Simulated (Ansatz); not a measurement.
## Fe: axial (c/a) deformation path

Theory: Ansatz 0.2.0, DFT PBEsol, scalar-relativistic, plane waves, PAW. Cutoff 420 eV, Γ-centred 24×24×14 k-points, Gaussian smearing of 0.15 eV. No spin polarisation. A magnetic state may lie lower. Energies are free energies at this smearing, counted from the undisturbed cell; pressure is positive in compression.

The undisturbed cell (as given, not relaxed at this level; it stands at -1.3 GPa; this form isn't the usual structure):

```
CELL_PARAMETERS angstrom
2.43416 0.00000 0.00000
-1.21708 2.10804 0.00000
0.00000 0.00000 3.84193
ATOMIC_POSITIONS crystal
Fe 0.33333 0.66667 0.25000
Fe 0.66667 0.33333 0.75000
```

At fixed volume and fractional coordinates, lengths along (0.000, 0.000, 1.000) are scaled against those across it; ρ is that ratio over its starting value. The cell is metallic on the mesh throughout.

Over the sampled range (0.800 to 1.300), is the undisturbed cell the lowest point?

Yes, every other sampled point lies higher.

The scan:

| ρ | ΔE (meV/atom) |
| --- | --- |
| 0.800 | 419.1 |
| 0.850 | 242.0 |
| 0.920 | 69.6 |
| 0.960 | 17.8 |
| 1.000 | 0.0 |
| 1.050 | 22.3 |
| 1.100 | 88.5 |
| 1.200 | 319.6 |
| 1.300 | 617.8 |